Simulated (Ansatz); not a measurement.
# SnO (P4/nmm), stationary points along a deformation path

All numbers below come from DFT r2SCAN, scalar-relativistic, plane waves, PAW in Ansatz 0.2.0. The runs took a 500 eV cutoff, a Γ-centred 10×10×8 mesh and Gaussian smearing (0.03 eV). No spin polarisation. Energies are free energies at this smearing, counted from the undisturbed cell; pressure is positive in compression.

Zero of the scan (as given, not relaxed at this level; it stands at 0.1 GPa):

```yaml
crystal:
  lattice:
    - [3.80200, 0.00000, 0.00000]
    - [0.00000, 3.80200, 0.00000]
    - [0.00000, 0.00000, 4.83600]
  atoms:
    - { symbol: Sn, position: [0.00000, 0.50000, 0.23850] }
    - { symbol: Sn, position: [0.50000, 0.00000, 0.76150] }
    - { symbol: O, position: [0.00000, 0.00000, 0.00000] }
    - { symbol: O, position: [0.50000, 0.50000, 0.00000] }
```

At fixed volume and fractional coordinates, lengths along (0.000, 0.000, 1.000) are scaled against those across it; ρ is that ratio over its starting value. V = 17.476 Å³/atom. Δσ is the stress along the axis less the mean stress across it (compression positive).

| ρ | ΔE (meV/atom) | Δσ (GPa) | space group |
| --- | --- | --- | --- |
| 0.800 | 119.1 | 12.91 | P4/nmm |
| 0.850 | 67.0 | 10.56 | P4/nmm |
| 0.920 | 18.4 | 6.06 | P4/nmm |
| 0.960 | 4.3 | 3.03 | P4/nmm |
| 1.000 | 0.0 | -0.22 | P4/nmm |
| 1.050 | 8.2 | -4.47 | P4/nmm |
| 1.100 | 30.9 | -9.02 | P4/nmm |
| 1.200 | 118.3 | -18.93 | P4/nmm |
| 1.300 | 259.9 | -30.10 | P4/nmm |

Task: How does the stress give the slope of the energy, and where is the energy stationary?

Result: Along the path d ln(length) is 2/3 d ln ρ on the axis and −1/3 d ln ρ across it, so dE/d ln ρ = −(2/3) V Δσ: the energy falls with ρ where Δσ is positive. Δσ vanishes or changes sign between ρ = 0.960 and 1.000, a minimum (near 1.00 by linear interpolation). Pairs of stationary points between two samples would go unseen, and could change a minimum read from distant neighbours into a maximum.

Task: Integrate that slope from ρ = 1 to 1.200 by the trapezoid rule.

Result: With V/N in Å³ and 1 eV/Å³ = 160.2 GPa the slopes at ρ = 1.000, 1.050, 1.100, 1.200 are 16, 325, 656, 1377 meV/atom per unit of ln ρ. The steps add 8.3 + 22.8 + 88.4 = 119.6 meV/atom, against 118.3 from the energies; the trapezoid rule misses the curvature of the slope within each step.

Forces appear on the atoms along this scan, and letting them relax would lower the energy and soften the response. The gap closes along the scan, which can put kinks into the curve.

Cost: 9 runs of about 1.6 core-minutes in all, on Intel Xeon 6975P-C (Granite Rapids) (shared hosts).